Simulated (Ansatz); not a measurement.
Given:

MoPt (rock salt, Fm-3m), a = 5.182 Å, b = 5.182 Å, c = 5.182 Å, α = 90.00°, β = 90.00°, γ = 90.00°; the cell used has 2 atoms.

This is the PBEsol-relaxed structure.

Task: All from PBEsol (plane waves, PAW; program Ansatz), unless another level is named. Give the bulk modulus (Birch–Murnaghan fit).

Result: 220 GPa.

Task: Predict the elastic constants (relaxed ions, GPa).

Result: C11 = 277, C12 = 192, C44 = 6.3.

Task: Give the highest zone-centre frequency.

Result: 118 cm^-1.

The start of the workflow was typed in or built on a structure type; neither database checked (COD, Materials Project) lists it. Whether it is the stable phase at ambient conditions was not checked. Symmetry was held in the PBEsol relaxation; whether a distortion lowers the energy is not shown. The run is not spin-polarised. Its formation energy is positive at this level, so the cell may be metastable or incomplete. As this level gives no gap, shear constants depend on the k-mesh and smearing (Fermi–Dirac, 0.1 eV here). As this level gives no gap, phonon frequencies hold no LO–TO term and depend on the k-mesh and smearing (Fermi–Dirac, 0.1 eV here). Scalar-relativistic: spin–orbit coupling is off unless named, which matters more the heavier the elements.

Potentials: the later of the program's two PAW sets.
